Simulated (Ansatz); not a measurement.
Ansatz input file:

```yaml
crystal:
  lattice:
    - [7.0632143068, 0.0, 0.0]
    - [-2.3544047689, 6.6592623111, 0.0]
    - [0.0, 0.0, 23.9389903319]
  atoms:
    - { symbol: Na, position: [0.25, 0.25, 0.3341828493] }
    - { symbol: Na, position: [0.25, 0.75, 0.3341828493] }
    - { symbol: Na, position: [0.75, 0.25, 0.3341828493] }
    - { symbol: Na, position: [0.75, 0.75, 0.3341828493] }
    - { symbol: Na, position: [0.5001915369, 0.4386442681, 0.4536553308] }
    - { symbol: Na, position: [0.5017311188, -0.056142602, 0.4602129827] }
    - { symbol: Na, position: [0.0156051461, 0.5203304661, 0.4571861536] }
    - { symbol: Na, position: [0.0262164724, 0.0328678314, 0.4604955678] }
    - { symbol: Na, position: [0.7557023875, 0.7122827813, 0.5613798497] }
    - { symbol: Na, position: [0.7485899413, 0.2107824907, 0.5843695667] }
    - { symbol: Na, position: [0.2162719101, 0.9395608733, 0.5995216667] }
    - { symbol: Na, position: [0.2759200982, 0.4840231685, 0.5894488184] }
    - { symbol: Cl, position: [1.5389062022, 0.852519592, 0.6298446139] }
    - { symbol: Cl, position: [0.9607634387, 0.5636203254, 0.6317717344] }
basis:
  ecutwfc: 420
kpoints:
  mp_grid: { grid: [3, 3, 1] }
hamiltonian:
  xc: pbe
  dispersion: d3bj
scf:
  occupations: { method: gaussian, width: 0.1 }
output:
  forces: true
  eigenvalues: true
  write_density: true
  volumetric_format: npy
efield:
  axis: 3
  dipole_correction: true
  ramp_width: 0.04
```

Launched with
```bash
ansatz run input.yaml --threads 4 --pin off --max-ram 10240MiB --backend cpu --events-out ev --progress --plain --runs-dir out
```

Theory: Ansatz 0.2.0, DFT PBE+D3(BJ), scalar-relativistic, plane waves, PAW.

Part of what the program printed, abridged (iterations and final results):

```
SCF iter   1: F=—  HF=-20002.675827 eV  |F-HF|=—  |Δ(HF+E_count)|=         —  Δρ=9.67e-4  dr2=8.46e-2  ethr=1.77e-3  p=-0.151 e·Å  D=-2.43e-2 V/Å  ΔV_dip=0.58 eV  dr2_dipole=1.00e-2  V_vac-E_F(+/−)=3.41/2.83 eV  ⟨swp⟩=14.2  Hψ=2126  notcnv=0
efield: sawtooth ramp at fractional position 0.9630 (placed from the atoms, in the widest stretch of the axis that holds none; the zero of the levels goes with the place), width 0.0400; the density the first Hamiltonian is built on has a dipole p = -0.151 e·Å; the dipole correction subtracts the counter field D = -2.43e-2 V/Å, which shifts the + side's vacuum level by +0.58 eV against the − side's; the planar-averaged density in the ramp window peaks in size at 2.2e-6 e/Å³
SCF iter   2: F=—  HF=-20002.672556 eV  |F-HF|=—  |Δ(HF+E_count)|=   3.27e-3  Δρ=4.47e-4  dr2=1.29e-2  ethr=6.93e-5  p=-0.190 e·Å  D=-3.06e-2 V/Å  ΔV_dip=0.73 eV  dr2_dipole=5.79e-4  V_vac-E_F(+/−)=3.60/2.86 eV  ⟨swp⟩=2.0  Hψ=510  notcnv=0  defer=25
SCF iter   3: F=—  HF=-20002.673028 eV  |F-HF|=—  |Δ(HF+E_count)|=   4.71e-4  Δρ=3.59e-4  dr2=3.08e-3  ethr=1.06e-5  p=-0.181 e·Å  D=-2.91e-2 V/Å  ΔV_dip=0.70 eV  dr2_dipole=7.79e-5  V_vac-E_F(+/−)=3.53/2.83 eV  ⟨swp⟩=2.0  Hψ=412  notcnv=0  defer=25
SCF iter   4: F=—  HF=-20002.672414 eV  |F-HF|=—  |Δ(HF+E_count)|=   6.13e-4  Δρ=1.50e-4  dr2=5.72e-4  ethr=2.52e-6  p=-0.187 e·Å  D=-3.01e-2 V/Å  ΔV_dip=0.72 eV  dr2_dipole=6.64e-6  V_vac-E_F(+/−)=3.55/2.83 eV  ⟨swp⟩=2.0  Hψ=412  notcnv=0  defer=25
SCF iter   5: F=—  HF=-20002.672304 eV  |F-HF|=—  |Δ(HF+E_count)|=   1.11e-4  Δρ=3.90e-5  dr2=5.29e-5  ethr=4.69e-7  p=-0.185 e·Å  D=-2.98e-2 V/Å  ΔV_dip=0.71 eV  dr2_dipole=1.81e-7  V_vac-E_F(+/−)=3.54/2.83 eV  ⟨swp⟩=2.0  Hψ=411  notcnv=0  defer=25
SCF iter   6: F=—  HF=-20002.672508 eV  |F-HF|=—  |Δ(HF+E_count)|=   2.05e-4  Δρ=1.74e-5  dr2=7.21e-6  ethr=4.34e-8  p=-0.185 e·Å  D=-2.97e-2 V/Å  ΔV_dip=0.71 eV  dr2_dipole=6.01e-9  V_vac-E_F(+/−)=3.54/2.82 eV  ⟨swp⟩=2.0  Hψ=444  notcnv=0  defer=28
SCF iter   7: F=—  HF=-20002.672509 eV  |F-HF|=—  |Δ(HF+E_count)|=   5.52e-7  Δρ=4.63e-6  dr2=6.04e-7  ethr=5.91e-9  p=-0.185 e·Å  D=-2.97e-2 V/Å  ΔV_dip=0.71 eV  dr2_dipole=1.15e-9  V_vac-E_F(+/−)=3.53/2.82 eV  ⟨swp⟩=2.0  Hψ=412  notcnv=0  defer=28
SCF iter   8: F=—  HF=-20002.672509 eV  |F-HF|=—  |Δ(HF+E_count)|=   3.77e-7  Δρ=2.08e-6  dr2=1.00e-7  ethr=8.20e-11  p=-0.185 e·Å  D=-2.97e-2 V/Å  ΔV_dip=0.71 eV  dr2_dipole=8.89e-9  V_vac-E_F(+/−)=3.53/2.82 eV  ⟨swp⟩=17.6  Hψ=1623  notcnv=0
SCF iter   9: F=-20002.672509 eV  HF=-20002.672509 eV  |F-HF|=8.53e-9  |Δ(HF+E_count)|=   4.73e-9  Δρ=6.88e-7  dr2=1.94e-8  ethr=8.20e-11  p=-0.185 e·Å  D=-2.97e-2 V/Å  ΔV_dip=0.71 eV  dr2_dipole=2.69e-9  V_vac-E_F(+/−)=3.53/2.82 eV  ⟨swp⟩=5.4  Hψ=1136  notcnv=0
SCF 1 converged in 9 iterations: F = -20002.672509 eV  dr2 = 1.94e-8
SCF converged after 9 iterations
Free energy (F): -20002.672509 eV
Harris-Foulkes:  -20002.672509 eV  (|F-HF|=8.53e-9)
Internal energy: -20002.634491 eV  (E = F + TS)
E sigma→0 (E₀):  -20002.653500 eV
Entropy (-TS):   -0.038018 eV (-2.716 meV/atom)
Fermi energy:    -0.830407 eV
Dipole field:    D = -0.029769 V/Å  (p = -0.185242 e·Å, saw-weighted, corrected)
Work function:   Φ+ = 3.5350 eV   Φ− = 2.8223 eV
Levels:          The Fermi level and band energies are counted from a zero that moves with the ramp; work functions are not
--- Per-component energies (eV) ---
  E_band       = -3313.633768
  E_kinetic    = 1767.922297
  E_local      = -60689.676456  (includes V_loc(G=0)·N_el)
  E_nonlocal   = 1438.751187
  E_hartree    = 27740.339197
  E_xc         = -676.900010
  E_vxc        = -838.432882  (∫ρ·V_xc dr)
  E_paw        = -4476.565784  (= ΣΔE_a)
  E_vpaw       = -472.482852  (= ΣTr[D̂ρ^β])
  E_aug_tail   = -0.000187  (compensation charges beyond the density's cutoff)
  E_efield     = 0.002757  (sawtooth field / dipole correction)
  E_vefield    = -0.397060  (∫n·V_field dr)
  E_ewald      = 14895.237591
  E_disp       = -1.745084  (pairwise vdW)
  E_smearing   = -0.038018  (= −TS)
--- Forces (eV/Å), atoms counted from 1 ---
  atom   1  Na    -0.02242625    -0.00895008    -0.08158975
  atom   2  Na     0.00474334     0.00521757    -0.01356169
  atom   3  Na     0.00933971    -0.01816485     0.03096752
  atom   4  Na     0.00939829     0.00240117     0.05838180
  atom   5  Na    -0.00730237    -0.00244731     0.00570895
  atom   6  Na    -0.00093700    -0.00116833    -0.00489497
  atom   7  Na    -0.00391061     0.00548808    -0.00897376
  atom   8  Na     0.00315896    -0.00026426    -0.00039402
  atom   9  Na    -0.01157968    -0.00386817     0.00179440
  atom  10  Na     0.00201313     0.00836753    -0.00982906
  atom  11  Na     0.02431003     0.00704598     0.00876609
  atom  12  Na    -0.00415488     0.00469015     0.00659173
  atom  13  Cl    -0.01405816    -0.00804246     0.00481985
  atom  14  Cl     0.01139329     0.00969950     0.00225883
--- Band table (eV; the first three rows and the last of 5) ---
  k-point 0: bands = ["-54.1828", "-54.1225", "-54.0944", "-54.0348", "-54.0318", "-54.0292", "-53.9967", "-53.9120", "-53.9105", "-53.8835", "-53.8633", "-53.8535", "-26.1342", "-26.1083", "-26.0812", "-26.0657", "-26.0487", "-26.0325", "-26.0163", "-26.0113", "-26.0106", "-25.9799", "-25.9634", "-25.9617", "-25.9592", "-25.9534", "-25.9526", "-25.9438", "-25.9392", "-25.9379", "-25.9252", "-25.9099", "-25.9073", "-25.8730", "-25.8437", "-25.8363", "-25.8331", "-25.8280", "-25.8186", "-25.8122", "-25.8066", "-25.8058", "-25.7895", "-25.7811", "-25.7768", "-25.7729", "-25.7716", "-25.7607", "-16.8994", "-16.7878", "-5.7346", "-5.5284", "-5.3541", "-5.3359", "-5.0543", "-4.9565", "-3.8405", " ...
  k-point 1: bands = ["-54.1828", "-54.1225", "-54.0944", "-54.0348", "-54.0318", "-54.0292", "-53.9968", "-53.9120", "-53.9105", "-53.8835", "-53.8633", "-53.8535", "-26.1332", "-26.1081", "-26.0782", "-26.0684", "-26.0488", "-26.0324", "-26.0151", "-26.0127", "-26.0084", "-25.9795", "-25.9631", "-25.9619", "-25.9558", "-25.9534", "-25.9525", "-25.9442", "-25.9412", "-25.9366", "-25.9253", "-25.9142", "-25.9076", "-25.8737", "-25.8416", "-25.8354", "-25.8313", "-25.8263", "-25.8194", "-25.8116", "-25.8066", "-25.8050", "-25.7927", "-25.7813", "-25.7774", "-25.7751", "-25.7730", "-25.7615", "-16.8888", "-16.7984", "-5.7161", "-5.5367", "-5.4268", "-5.2717", "-5.0907", "-4.9588", "-3.4652", " ...
  k-point 2: bands = ["-54.1828", "-54.1225", "-54.0944", "-54.0348", "-54.0318", "-54.0292", "-53.9968", "-53.9120", "-53.9105", "-53.8835", "-53.8633", "-53.8535", "-26.1342", "-26.1078", "-26.0812", "-26.0657", "-26.0488", "-26.0324", "-26.0141", "-26.0113", "-26.0093", "-25.9801", "-25.9633", "-25.9618", "-25.9587", "-25.9534", "-25.9497", "-25.9449", "-25.9403", "-25.9378", "-25.9253", "-25.9134", "-25.9086", "-25.8733", "-25.8423", "-25.8362", "-25.8314", "-25.8259", "-25.8185", "-25.8123", "-25.8069", "-25.8039", "-25.7920", "-25.7824", "-25.7787", "-25.7730", "-25.7727", "-25.7606", "-16.8720", "-16.8154", "-5.6867", "-5.6108", "-5.3039", "-5.2076", "-5.1400", "-5.0465", "-3.4643", " ...
  k-point 4: bands = ["-54.1828", "-54.1225", "-54.0944", "-54.0348", "-54.0318", "-54.0292", "-53.9968", "-53.9120", "-53.9105", "-53.8835", "-53.8633", "-53.8535", "-26.1332", "-26.1079", "-26.0782", "-26.0684", "-26.0487", "-26.0324", "-26.0127", "-26.0123", "-26.0082", "-25.9797", "-25.9633", "-25.9617", "-25.9549", "-25.9534", "-25.9506", "-25.9468", "-25.9395", "-25.9363", "-25.9254", "-25.9162", "-25.9106", "-25.8737", "-25.8402", "-25.8353", "-25.8308", "-25.8259", "-25.8200", "-25.8093", "-25.8065", "-25.8029", "-25.7917", "-25.7843", "-25.7803", "-25.7764", "-25.7734", "-25.7614", "-16.8761", "-16.8109", "-5.7599", "-5.6141", "-5.2667", "-5.2489", "-5.1046", "-5.0063", "-3.3411", " ...
```

The calculation finished and met its thresholds.

The run took 12 s on 4 threads of Arm Neoverse V1, with other jobs on the host, peak memory 1.7 GiB.

Spin polarisation was left out, and a magnetic state may lie lower.